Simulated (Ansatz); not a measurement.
## Al$_{5}$GaAs$_{6}$ (P31m) at 2 levels of theory

One geometry, relaxed with PBE; plane waves with PAW potentials in Ansatz, scalar-relativistic. No spin polarisation. Gaps are the least over mesh and band path; pressure is positive in compression.

```
CELL_PARAMETERS angstrom
7.00282 0.00000 0.00000
-3.50141 6.06462 0.00000
0.00000 0.00000 6.64815
ATOMIC_POSITIONS crystal
Al 0.33363 0.33363 0.99941
Al 0.00000 0.66637 0.99941
Al 0.66637 0.00000 0.99941
Al 0.66667 0.33333 0.49995
Al 0.33333 0.66667 0.49995
Ga 0.00000 0.00000 0.50057
As 0.33414 0.33414 0.37378
As 0.00000 0.66586 0.37378
As 0.66586 0.00000 0.37378
As 0.66667 0.33333 0.87400
As 0.33333 0.66667 0.87400
As 0.00000 0.00000 0.87598
```

| level | cutoff (eV) | k mesh | gap (eV) | pressure (GPa) |
| --- | --- | --- | --- | --- |
| PBE | 420 | 6×6×4 | 1.33 | 0.0 |

Task: What comes out on the same cell with r2SCAN?

Result:
| level | cutoff (eV) | k mesh | gap (eV) | pressure (GPa) |
| --- | --- | --- | --- | --- |
| r2SCAN | 500 | 6×6×4 | 1.67 | -2.0 |

The cell was found from a structure generator's guess, not taken from experiment.
